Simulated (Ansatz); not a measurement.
Consider a crystal of Al₃Pd in space group P-6m2 (No. 187), with Al on 1e and 2i; Pd on 1b.

Level of theory: Ansatz, DFT PBE, scalar-relativistic, plane waves, PAW. Cutoff 420 eV, Γ-centred mesh, Gaussian smearing, no spin polarisation.

Energies over the elements count from the elements' standard structures at the same level, with no fitted energy shifts.

Question: Predict the relaxed structure.

Answer:

Space group P-6m2 (No. 187). a = 2.924 Å, b = 2.924 Å, c = 9.299 Å, α = 90.00°, β = 90.00°, γ = 120.00°
```
atom  site  symmetry       x       y       z
  Al    1e      -6m2  0.6667  0.3333  0.0000
  Al    2i       3m.  0.6667  0.3333  0.7146
  Pd    1b      -6m2  0.0000  0.0000  0.5000
```

Around Al on a site of symmetry -6m2 lie 2 Al at 2.65 Å and 6 Al at 2.92 Å; Al on a site of symmetry 3m is surrounded by 3 Pd at 2.61 Å, 1 Al at 2.65 Å and 6 Al at 2.92 Å; Pd has 6 Al at 2.61 Å and 6 Pd at 2.92 Å. Another local minimum with the same sites may exist.

Question: And its energy and gap?

Answer: The energy over the elements is −0.23 eV/atom. The gap on the 18×18×6 mesh of the 4-atom cell is 0 eV (a metal).

The last run used Gaussian smearing of 0.10 eV. Symmetry constrained the relaxation, so the result can be a saddle point. Another cell of Al3Pd relaxed alike, in R3m, lies 141 meV/atom lower, so this cell isn't the stable form at this level.
